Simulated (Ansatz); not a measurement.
Input file for Ansatz (a first-principles code):

Ansatz 0.2 input:
```yaml
crystal:
  lattice:
    - [3.2801576682, 0.0, 0.0]
    - [-1.6400788341, 2.840699869, 0.0]
    - [0.0, 0.0, 3.9971774646]
  atoms:
    - { symbol: Li, position: [0.3333333333, 0.6666666667, 0.75] }
    - { symbol: F, position: [0.6666666667, 0.3333333333, 0.75] }
    - { symbol: F, position: [0.3333333333, 0.6666666667, 0.25] }
    - { symbol: Li, position: [0.6666666667, 0.3333333333, 0.25] }
kpoints:
  mp_grid: { grid: [10, 10, 7] }
hamiltonian:
  xc: r2scan
  pseudopotentials: { azcp: { folder: ./paw }, kind: paw }
scf:
  occupations: { method: fixed }
checkpoint: { read: static.run }
output: { write_density: true, elf: true, volumetric_format: npy }
basis: { fft_grid_basis: typed }
```

Output (shortened):

```
Pseudopotential: Li, paw, valence charge 3
Pseudopotential: F, paw, valence charge 7
Functional definition: r2SCAN
Crystal: 4 atoms, lattice volume = 37.245 Å³
Basis set: ecut = 500 eV, 921 PW (Γ), exchange–correlation on 96×96×120 points (64 copies of the dense FFT grid, shifted against one another)
Bands: 14, of which v1, the nominal top of the filled ones, is band 10 counted from 1 (9 counted from 0)
Symmetry: 24 space group operations
Space group: P63/mmc (ITA 194), of the structure as read, at distance tolerance 3.3e-5 Å
k-points: 56 of 700
Stability of the state it starts from, as read at its close in the unpolarized treatment …
iter 1 solved again at ethr=1.57e-9 eV; its pass at ethr=3.10e-3 eV (dr2=3.15e-7 eV) is discarded
SCF iter   1: F=—  HF=-2036.569002 eV  |F-HF|=—  |Δ(HF+E_count)|=         —  Δρ=2.19e-8  dr2=7.51e-14  dr2_τ=1.49e-14  ethr=1.57e-9  ⟨swp⟩=2.1  Hψ=5528  notcnv=0  defer=107
preconditioner: auto → none
SCF iter   2: F=-2036.569002 eV  HF=-2036.569002 eV  |F-HF|=1.14e-12  |Δ(HF+E_count)|=  6.45e-10  Δρ=3.08e-8  dr2=1.80e-13  dr2_τ=1.17e-14  ethr=1.00e-12  ⟨swp⟩=5.2  Hψ=2834  notcnv=0
SCF 1 converged in 2 iterations: F = -2036.569002 eV  dr2 = 1.80e-13
SCF converged after 2 iterations
Free energy (F): -2036.569002 eV
Harris-Foulkes:  -2036.569002 eV  (|F-HF|=1.14e-12)
Internal energy: -2036.569002 eV  (E = F + TS)
E sigma→0 (E₀):  -2036.569002 eV
Fermi energy:    -0.670113 eV
--- Per-component energies (eV) ---
  E_band       = -278.468275
  E_kinetic    = 435.661392
  E_local      = -1471.228546  (includes V_loc(G=0)·N_el)
  E_nonlocal   = 134.555823
  E_hartree    = 526.243215
  E_xc         = -172.725392
  E_vxc        = -253.240169  (∫ρ·V_xc dr)
  E_paw        = -465.309673  (= ΣΔE_a)
  E_vpaw       = -195.309468  (= ΣTr[D̂ρ^β])
  E_aug_tail   = 0.001101  (compensation charges beyond the density's cutoff)
  E_vtau       = 18.605145  (kinetic-family band-sum trace: ∫τ·v_τ [+ j·A + Jᵃ·Aᵃ] dr)
  E_ewald      = -1023.704139
  E_core_change = -0.062783  (= ΣΔE_core)
  E_smearing   =  0.000000  (= −TS)
  E_closure    = 0.000000  (closes the sum)
  Σ components = -2036.569002   (vs F -2036.569002, Δ=0.00e0)
  [band-id]    e_kinetic+e_local+e_nonlocal+2·e_hartree+e_vxc+e_vpaw+e_augmentation_tail+e_vtau = -278.468292   (vs E_band -278.468275, Δ=-1.64e-5)
--- Band table (eV; the first three rows and the last of 56) ---
  k-point 0: bands = ["-42.4649", "-42.3837", "-21.7233", "-21.0740", "-3.5464", "-1.9473", "-1.9473", "-1.1601", "-1.1601", "-0.6701", "7.8726", "15.1940", "16.7726", "17.1875"]
  k-point 1: bands = ["-42.4606", "-42.3875", "-21.6985", "-21.1147", "-3.3888", "-1.9073", "-1.9073", "-1.1975", "-1.1975", "-0.7975", "8.1057", "14.1967", "17.1588", "17.1588"]
  k-point 2: bands = ["-42.4488", "-42.3982", "-21.6252", "-21.2229", "-2.9553", "-1.7954", "-1.7954", "-1.3033", "-1.3033", "-1.1618", "8.7786", "12.6564", "17.1498", "17.1498"]
  k-point 55: bands = ["-42.4089", "-42.4066", "-21.4309", "-21.4132", "-2.7522", "-2.6939", "-2.5322", "-2.2184", "-0.8833", "-0.8129", "11.8594", "12.5357", "14.3031", "14.4768"]
```

Cost: about 2.5 core-seconds (a rough figure) on shared cores.

Space group P6_3/mmc. The start of the workflow was typed in or built on a structure type; neither database checked (COD, Materials Project) lists it. It is not the phase usual at ambient conditions (space group No. 225). The r²SCAN relaxation kept the symmetry of its start; whether a distortion lowers the energy is not shown.

Potentials: the earlier of the program's two PAW sets.

Ansatz is a plane-wave DFT program.
